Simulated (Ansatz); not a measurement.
SrAlO$_{2}$F:
```
CELL_PARAMETERS angstrom
      3.77881     0.00000     0.00000
      0.00000     3.77881     0.00000
      0.00000     0.00000     3.82066
ATOMIC_POSITIONS crystal
  Sr 0.50000 0.50000 0.50000
  Al 0.00000 0.00000 0.00000
  O  0.50000 0.00000 0.00000
  O  0.00000 0.50000 0.00000
  F  0.00000 0.00000 0.50000
```

Relaxed with r²SCAN.

Question: Give the Bader charges and basin volumes of the independent atoms, DFT-r²SCAN in the program Ansatz with PAW potentials.

Answer: 

```
atom  Bader charge (e)  Bader volume (Å³)
----  ----------------  -----------------
Sr1              +1.62               14.7
Al2              +2.60                3.2
O3               -1.64               13.0
F5               -0.94               10.7
```

Space group P4/mmm. The start of the workflow was typed in or built on a structure type; neither database checked (COD, Materials Project) lists it. Its standing as an ambient phase is unchecked. The cell was relaxed with r²SCAN under the symmetry of its start; its stability against distortions is not shown here.

Potentials: the earlier of the program's two PAW sets. The files were generated under PBE; for other functionals the program regenerates the frozen cores, and for LDA and PBEsol the local potential too.
